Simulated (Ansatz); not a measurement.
The cell below belongs to a search over invented structures; it isn't taken from experiment.

Input and command of a plane-wave DFT calculation in Ansatz:

```yaml
crystal:
  lattice:
    - [2.55988865, 0.0, 0.0]
    - [-1.27994433, 2.2169286, 0.0]
    - [0.0, 0.0, 12.44295516]
  atoms:
    - { symbol: Sb, position: [0.0, 0.0, 0.0] }
    - { symbol: O, position: [0.66666667, 0.33333333, 0.83533365] }
    - { symbol: O, position: [0.0, 0.0, 0.66764224] }
    - { symbol: O, position: [0.66666667, 0.33333333, 0.5] }
    - { symbol: O, position: [0.0, 0.0, 0.33235776] }
    - { symbol: O, position: [0.66666667, 0.33333333, 0.16466635] }
basis:
  ecutwfc: 420
kpoints:
  mp_grid: { grid: [6, 6, 2] }
hamiltonian:
  xc: pbe
scf:
  occupations: { method: gaussian, width: 0.1 }
  lower_state_search: "off"
output:
  forces: true
  stress: true
  eigenvalues: true
relax:
  adjacent_minimum: "off"
  f_tol: 0.04
  max_steps: 70
  cell: { stress_tol: 0.4 }
```

```bash
ansatz run input.yaml --threads 1 --pin off --max-ram 2560MiB --backend cpu --events-out ev --progress --plain --runs-dir out
```

Processor: Arm Neoverse V1, 1 thread, on a host shared with other jobs.

Question: Estimate time, memory and problem size.

Answer: About 110 s, peak memory 0.33 GiB. It solves 29 bands at 14 k points (after reduction by symmetry) with about 1953 plane waves (on the last cell), in 247 SCF iterations over 29 ionic steps.
